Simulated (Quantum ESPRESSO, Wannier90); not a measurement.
## Wannierisation of Al2Cu (I4/mcm)

Cell from Materials Project (mp-998), symmetrised, no further relaxation. COD (Crystallography Open Database) has an entry of this formula and space group (matched by these alone). Level: LDA, no spin polarisation, no spin-orbit coupling; pw.x of Quantum ESPRESSO at 74 Ry with PseudoDojo potentials, 4×4×4 k-points, Wannier90. Density: 12×12×12 mesh, cold smearing 0.01 Ry.

On the energy scale of pw.x, whose zero is arbitrary, the Fermi level lies at 10.76 eV.

Input w.win:

```
num_bands = 50
num_wann = 28
exclude_bands = 1-8
num_iter = 400
conv_tol = 1.0e-6
conv_window = 4
dis_num_iter = 600
dis_conv_tol = 1.0e-6
dis_froz_max = 12.26
write_hr = true
write_u_matrices = true
begin projections
Al: s;p
Cu: s;d
end projections
begin unit_cell_cart
ang
   -2.9989000000    2.9989000000    2.3927350000
    2.9989000000   -2.9989000000    2.3927350000
    2.9989000000    2.9989000000   -2.3927350000
end unit_cell_cart
begin atoms_frac
Al   0.3413900000  0.1586100000  0.5000000000
Al  -0.3413900000 -0.1586100000  0.5000000000
Al   0.1586100000 -0.3413900000 -0.1827800000
Al  -0.1586100000  0.3413900000  0.1827800000
Cu  -0.2500000000 -0.2500000000  0.0000000000
Cu   0.2500000000  0.2500000000  0.0000000000
end atoms_frac
mp_grid = 4 4 4
begin kpoints
0.0000000000 0.0000000000 0.0000000000
0.0000000000 0.0000000000 0.2500000000
0.0000000000 0.0000000000 0.5000000000
... (61 more lines: the 4x4x4 mesh through Gamma)
end kpoints
```

Input of pw2wannier90.x that gives the overlap and projection files (equivalent; here they were cut from one run over all bands):

```
&inputpp
  outdir = './out'
  prefix = 'pwscf'
  seedname = 'w'
  write_amn = .true.
  write_mmn = .true.
/
```

Output w.wout (banner and timings cut):

```
                                    ------
                                    SYSTEM
                                    ------

                              Lattice Vectors (Ang)
                    a_1    -2.998900   2.998900   2.392735
                    a_2     2.998900  -2.998900   2.392735
                    a_3     2.998900   2.998900  -2.392735

                   Unit Cell Volume:      86.07530  (Ang^3)

                        Reciprocal-Space Vectors (Ang^-1)
                    b_1     0.000000   1.047582   1.312971
                    b_2     1.047582   0.000000   1.312971
                    b_3     1.047582   1.047582   0.000000

 *----------------------------------------------------------------------------*
 |   Site       Fractional Coordinate          Cartesian Coordinate (Ang)     |
 +----------------------------------------------------------------------------+
 | al   1   0.34139   0.15861   0.50000   |    0.95131   2.04759   0.00000    |
 | al   2  -0.34139  -0.15861   0.50000   |    2.04759   0.95131  -2.39274    |
 | al   3   0.15861  -0.34139  -0.18278   |   -2.04759   0.95131   0.00000    |
 | al   4  -0.15861   0.34139   0.18278   |    2.04759  -0.95131   0.00000    |
 | cu   1  -0.25000  -0.25000   0.00000   |    0.00000   0.00000  -1.19637    |
 | cu   2   0.25000   0.25000   0.00000   |    0.00000   0.00000   1.19637    |
 *----------------------------------------------------------------------------*
                                ------------
                                K-POINT GRID
                                ------------

             Grid size =  4 x  4 x  4      Total points =   64

 *---------------------------------- MAIN ------------------------------------*
 |  Number of Wannier Functions               :                28             |
 |  Number of Objective Wannier Functions     :                28             |
 |  Number of input Bloch states              :                50             |
 |  Output verbosity (1=low, 5=high)          :                 1             |
 |  Timing Level (1=low, 5=high)              :                 1             |
 |  Optimisation (0=memory, 3=speed)          :                 3             |
 |  Length Unit                               :               Ang             |
 |  Post-processing setup (write *.nnkp)      :                 F             |
 |  Using Gamma-only branch of algorithms     :                 F             |
 *----------------------------------------------------------------------------*
 *------------------------------- WANNIERISE ---------------------------------*
 |  Total number of iterations                :               400             |
 |  Number of CG steps before reset           :                 5             |
 |  Trial step length for line search         :             2.000             |
 |  Convergence tolerence                     :         0.100E-05             |
 |  Convergence window                        :                 4             |
 |  Iterations between writing output         :                 1             |
 |  Iterations between backing up to disk     :               100             |
 |  Write r^2_nm to file                      :                 F             |
 |  Write xyz WF centres to file              :                 F             |
 |  Write on-site energies <0n|H|0n> to file  :                 F             |
 |  Use guiding centre to control phases      :                 F             |
 |  Use phases for initial projections        :                 F             |
 *----------------------------------------------------------------------------*
 *------------------------------- DISENTANGLE --------------------------------*
 |  Using band disentanglement                :                 T             |
 |  Total number of iterations                :               600             |
 |  Mixing ratio                              :             0.500             |
 |  Convergence tolerence                     :         1.000E-06             |
 |  Convergence window                        :                 3             |
 *----------------------------------------------------------------------------*
 *-------------------------------- PLOTTING ----------------------------------*
 |  Plotting Hamiltonian in WF basis          :                 T             |
 *----------------------------------------------------------------------------*

       ... (k-mesh section left out)

 Starting a new Wannier90 calculation ...

 Reading overlaps from w.mmn

 Reading projections from w.amn

 *------------------------------- DISENTANGLE --------------------------------*
 +----------------------------------------------------------------------------+
 |                              Energy  Windows                               |
 |                              ---------------                               |
 |                   Outer:   -0.26183  to   33.96834  (eV)                   |
 |                   Inner:   -0.26183  to   12.26000  (eV)                   |
 +----------------------------------------------------------------------------+
   Number of target bands to extract:   28

                   Unitarised projection of Wannier functions
                   ------------------------------------------
   A_mn = <psi_m|g_n> --> S = A.A^+ --> U = S^-1/2.A
   In dis_project... done
   Using an inner window (linner = T)
   In dis_proj_froz... done

                   Extraction of optimally-connected subspace
                   ------------------------------------------
 +---------------------------------------------------------------------+<-- DIS
 |  Iter     Omega_I(i-1)      Omega_I(i)      Delta (frac.)           |<-- DIS
 +---------------------------------------------------------------------+<-- DIS
       1      35.89109370      32.55085488       1.026E-01    <-- DIS
       2      32.97018892      31.72548830       3.923E-02    <-- DIS
       3      32.06322266      31.18462652       2.817E-02    <-- DIS
       4      31.40582746      30.81256060       1.925E-02    <-- DIS
       5      30.94058576      30.54966920       1.280E-02    <-- DIS
       6      30.61319056      30.36001621       8.339E-03    <-- DIS
       ... (lines left out)
     101      29.61685373      29.61623533       2.088E-05    <-- DIS
       ... (lines left out)
     201      29.60754169      29.60746687       2.527E-06    <-- DIS
       ... (lines left out)
     301      28.28390604      28.22895336       1.947E-03    <-- DIS
       ... (lines left out)
     401      27.70212459      27.70172970       1.425E-05    <-- DIS
       ... (lines left out)
     448      27.69314250      27.69311611       9.533E-07    <-- DIS
     449      27.69307420      27.69304998       8.744E-07    <-- DIS
     450      27.69300841      27.69298627       7.994E-07    <-- DIS

             <<<      Delta < 1.000E-06  over  3 iterations     >>>
             <<< Disentanglement convergence criteria satisfied >>>

        Final Omega_I    27.69298627 (Ang^2)

 +----------------------------------------------------------------------------+

 Writing checkpoint file w.chk... done

 *------------------------------- WANNIERISE ---------------------------------*
 +--------------------------------------------------------------------+<-- CONV
 | Iter  Delta Spread     RMS Gradient      Spread (Ang^2)            |<-- CONV
 +--------------------------------------------------------------------+<-- CONV

 ------------------------------------------------------------------------------
 Initial State
  WF centre and spread    1  (  0.955285,  2.043675, -0.007620 )     2.40290778
  WF centre and spread    2  (  0.976161,  2.024973, -0.021390 )     2.58453239
  WF centre and spread    3  (  1.114655,  1.989357, -0.297467 )     2.71777693
  WF centre and spread    4  (  1.011176,  1.885186, -0.297612 )     2.71594549
  WF centre and spread    5  (  2.043696,  0.955269, -2.400347 )     2.40457515
  WF centre and spread    6  (  2.023368,  0.977555, -2.413125 )     2.58296058
  WF centre and spread    7  (  1.884611,  1.008788, -2.689627 )     2.71544483
  WF centre and spread    8  (  1.991776,  1.115191, -2.689574 )     2.71731707
  WF centre and spread    9  ( -2.043700,  0.955250, -0.007309 )     2.40435589
  WF centre and spread   10  ( -2.023060,  0.978017, -0.019792 )     2.58348200
  WF centre and spread   11  ( -1.884344,  1.008798, -0.297422 )     2.71493260
  WF centre and spread   12  ( -1.991378,  1.115334, -0.297901 )     2.71735505
  WF centre and spread   13  (  2.043640, -0.955223, -0.007322 )     2.40250115
  WF centre and spread   14  (  2.022973, -0.974118, -0.020724 )     2.58425320
  WF centre and spread   15  (  1.884059, -1.009926, -0.298131 )     2.71674002
  WF centre and spread   16  (  1.987745, -1.114082, -0.297755 )     2.71436903
  WF centre and spread   17  ( -0.000977,  0.001919, -1.977996 )     2.60023414
  WF centre and spread   18  (  0.000015,  0.000022, -1.200572 )     0.61640892
  WF centre and spread   19  ( -0.000005, -0.000000, -1.198997 )     0.50829199
  WF centre and spread   20  ( -0.000004,  0.000012, -1.199001 )     0.50832007
  WF centre and spread   21  (  0.000003,  0.000016, -1.195595 )     0.52729993
  WF centre and spread   22  ( -0.000007,  0.000011, -1.194624 )     0.52056418
  WF centre and spread   23  (  0.001392,  0.002365,  0.414719 )     2.60034548
  WF centre and spread   24  ( -0.000012,  0.000017,  1.192164 )     0.61641151
  WF centre and spread   25  (  0.000006, -0.000001,  1.193733 )     0.50832249
  WF centre and spread   26  (  0.000005,  0.000018,  1.193738 )     0.50829353
  WF centre and spread   27  ( -0.000001,  0.000021,  1.197140 )     0.52730620
  WF centre and spread   28  (  0.000008,  0.000014,  1.198111 )     0.52056689
  Sum of centres and spreads ( 11.997086, 12.008460,-13.640299 )    52.24181449

      0     0.522E+02     0.0000000000       52.2418144878  <-- CONV
        O_D=      0.2621680 O_OD=     24.2866602 O_TOT=     52.2418145 <-- SPRD
 ------------------------------------------------------------------------------
      1    -0.538E+01     2.0165715846       46.8660337076  <-- CONV
        O_D=      0.2165952 O_OD=     18.9564523 O_TOT=     46.8660337 <-- SPRD
      2    -0.235E+01     1.9017584973       44.5188294013  <-- CONV
        O_D=      0.1862185 O_OD=     16.6396247 O_TOT=     44.5188294 <-- SPRD
      3    -0.116E+01     1.2625343594       43.3543551764  <-- CONV
        O_D=      0.0368616 O_OD=     15.6245073 O_TOT=     43.3543552 <-- SPRD
      4    -0.390E+00     0.7531216769       42.9638904688  <-- CONV
        O_D=      0.0197265 O_OD=     15.2511777 O_TOT=     42.9638905 <-- SPRD
      5    -0.214E+00     0.4845163530       42.7496701856  <-- CONV
        O_D=      0.0219891 O_OD=     15.0346948 O_TOT=     42.7496702 <-- SPRD
       ... (lines left out)
    100    -0.107E-01     0.1458015108       33.9887397351  <-- CONV
        O_D=      0.0057367 O_OD=      6.2900167 O_TOT=     33.9887397 <-- SPRD
       ... (lines left out)
    200    -0.341E-05     0.0017541621       33.6659297577  <-- CONV
        O_D=      0.0051694 O_OD=      5.9677741 O_TOT=     33.6659298 <-- SPRD
       ... (lines left out)
    207    -0.792E-06     0.0008069517       33.6659189217  <-- CONV
        O_D=      0.0051710 O_OD=      5.9677617 O_TOT=     33.6659189 <-- SPRD
    208    -0.712E-06     0.0012151624       33.6659182099  <-- CONV
        O_D=      0.0051711 O_OD=      5.9677609 O_TOT=     33.6659182 <-- SPRD
    209    -0.585E-06     0.0007299249       33.6659176245  <-- CONV
        O_D=      0.0051712 O_OD=      5.9677601 O_TOT=     33.6659176 <-- SPRD
             <<<     Delta < 1.000E-06  over  4 iterations     >>>
             <<< Wannierisation convergence criteria satisfied >>>
 Final State
  WF centre and spread    1  (  0.698239,  2.303010,  0.588814 )     1.67302808
  WF centre and spread    2  (  1.439562,  1.559214,  0.051106 )     1.70360659
  WF centre and spread    3  (  1.469089,  2.565094, -0.637651 )     1.56529915
  WF centre and spread    4  (  0.433808,  1.532769, -0.636941 )     1.56698779
  WF centre and spread    5  (  2.306110,  0.695059, -1.810350 )     1.67786579
  WF centre and spread    6  (  1.563385,  1.435171, -2.335259 )     1.71013424
  WF centre and spread    7  (  1.529250,  0.437076, -3.028400 )     1.56711558
  WF centre and spread    8  (  2.561728,  1.472789, -3.028864 )     1.56536670
  WF centre and spread    9  ( -2.306076,  0.695567,  0.582624 )     1.67957200
  WF centre and spread   10  ( -1.563131,  1.434905,  0.056981 )     1.71057263
  WF centre and spread   11  ( -1.528801,  0.436740, -0.635719 )     1.56542699
  WF centre and spread   12  ( -2.561473,  1.473511, -0.636366 )     1.56384345
  WF centre and spread   13  (  2.299908, -0.696658,  0.590244 )     1.67380247
  WF centre and spread   14  (  1.559468, -1.440181,  0.049513 )     1.70381383
  WF centre and spread   15  (  1.529926, -0.433774, -0.637239 )     1.56409851
  WF centre and spread   16  (  2.565674, -1.465885, -0.636744 )     1.56552264
  WF centre and spread   17  ( -0.001287,  0.002256, -2.116665 )     1.45711202
  WF centre and spread   18  ( -0.000084,  0.000221, -1.187787 )     0.48290477
  WF centre and spread   19  (  0.000130,  0.000006, -1.223125 )     0.47053144
  WF centre and spread   20  ( -0.000008, -0.000270, -1.223119 )     0.47061384
  WF centre and spread   21  ( -0.000109,  0.000018, -1.196814 )     0.46655832
  WF centre and spread   22  (  0.000046,  0.000070, -1.197744 )     0.45721469
  WF centre and spread   23  (  0.001788,  0.002815,  0.276058 )     1.45709537
  WF centre and spread   24  (  0.000134,  0.000277,  1.204952 )     0.48289905
  WF centre and spread   25  ( -0.000202,  0.000010,  1.169615 )     0.47062213
  WF centre and spread   26  (  0.000018, -0.000326,  1.169608 )     0.47053221
  WF centre and spread   27  (  0.000141,  0.000012,  1.195921 )     0.46655850
  WF centre and spread   28  ( -0.000058,  0.000094,  1.194990 )     0.45721884
  Sum of centres and spreads ( 11.997175, 12.009594,-14.038360 )    33.66591762

         Spreads (Ang^2)       Omega I      =    27.692986269
        ================       Omega D      =     0.005171208
                               Omega OD     =     5.967760148
    Final Spread (Ang^2)       Omega Total  =    33.665917624
```
